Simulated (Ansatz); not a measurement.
## Trial structures of Be₂CdS₂: starts and ends

All numbers below come from Ansatz 0.2.0, DFT PBE, scalar-relativistic, plane waves, PAW. Settings: cutoff 420 eV, Γ-centred meshes spaced at most about 0.3 Å⁻¹, and about 0.25 Å⁻¹ or finer for metals (2π included), Gaussian smearing. No spin polarisation in the final relaxations.

Each guess was relaxed in cell and atoms at zero pressure, within the symmetry of its start. All energies are static (0 K, no zero-point motion). Coordination counts S atoms around Be and Cd (those within 1.25 times the shortest such distance or 1.15 times the sum of covalent radii, 1.27 where that leaves under three; a plus sign parts nearer from farther groups; the shortest distance is added where it exceeds 1.18 times the sum of covalent radii).

```
guess      made from  start group  V start (Å³/atom)  end group  V end (Å³/atom)    coordination at the end  gap on mesh (eV)  E over the lowest end (meV/atom)
    1    random cell       P6/mmm               20.1          ?                ?                          ?                 ?                                 ?
    2  Eu2ZnSb2 type        P-6m2               19.4      P-6m2             17.6      Be 6 from 2.8 Å, Cd 5                 0                              1259
    3  CeNi2Ge2 type       I4/mmm               16.0     I4/mmm             23.0      Be 4, Cd 8 from 4.3 Å                 0                                53
    4   AlCr2B2 type         Cmmm               15.2       Cmmm             21.2      Be 4, Cd 2 from 3.4 Å                 0                               534
    5   MgAl2C2 type        P-3m1               13.9      P-3m1             21.2      Be 4, Cd 6 from 4.2 Å                 0                                 0
    6   Li2CuO2 type         C2/m               15.4       C2/m             21.2  Be 4, Cd 4+2+2 from 4.1 Å                 0                                 0
```

Guess 1 as it starts:

```
Be Cd S
1.0
     3.77266    0.00000    0.00000
    -1.88633    3.26722    0.00000
     0.00000    0.00000    8.13876
Be Cd S
2 1 2
Direct
  0.33333 0.66667 0.50000
  0.66667 0.33333 0.50000
  0.00000 0.00000 0.50000
  0.00000 0.00000 0.24585
  0.00000 0.00000 0.75415
```

Question: Predict the end of this guess and its energy over the lowest end.

Answer: It ends in space group P6/mmm (No. 191), with a = 4.170 Å, c = 7.713 Å, 23.2 Å³/atom and no gap. It lies 1.33 eV/atom over the lowest end, above guess 2 and so the highest of the set. Counting S atoms around Be and Cd, this end has Be 6 from 3.8 Å, Cd 2 and the lowest (guess 5) has Be 4, Cd 6 from 4.2 Å. This end holds S–S pairs (shortest 1.94 Å); in the lowest (guess 5) the shortest S–S distance is 3.45 Å.

```cif
data_structure
_symmetry_space_group_name_H-M 'P 1'
_symmetry_Int_Tables_number 1
_cell_length_a 4.1699
_cell_length_b 4.1699
_cell_length_c 7.7133
_cell_angle_alpha 90.000
_cell_angle_beta 90.000
_cell_angle_gamma 120.000
_cell_volume 116.15
loop_
_atom_site_label
_atom_site_type_symbol
_atom_site_fract_x
_atom_site_fract_y
_atom_site_fract_z
_atom_site_occupancy
Be1 Be 0.33333 0.66667 0.50000 1
Be2 Be 0.66667 0.33333 0.50000 1
Cd1 Cd 0.00000 0.00000 0.50000 1
S1 S 0.00000 0.00000 0.12606 1
S2 S 0.00000 0.00000 0.87394 1
```

Formation energies are uncorrected and refer to the elements' standard structures at the same level.

Question: Is the lowest end bound against the elements?

Answer: Yes: its formation energy is −0.69 eV/atom. A negative formation energy is needed for stability but isn't enough: competing phases decide.

For metals, differences of a few meV/atom aren't resolved. No dispersion correction is applied, so the spacing and binding between layers, chains or molecules are poorly described (P-3m1, C2/m, I4/mmm, Cmmm), and this can change margins and order among such cells. The zero gap of P-3m1 may come from the functional, which often closes small gaps, or the cell may be a true semimetal. A magnetic state wasn't ruled out in cells without spin, among them P6/mmm. The reference form of S is held partly by dispersion forces, which this level lacks. Cells relaxed within their symmetry can be saddle points. A lower structure may well exist outside this small set. Some structure types and database cells were kept out of the candidates from the start, so a known form may be missing.
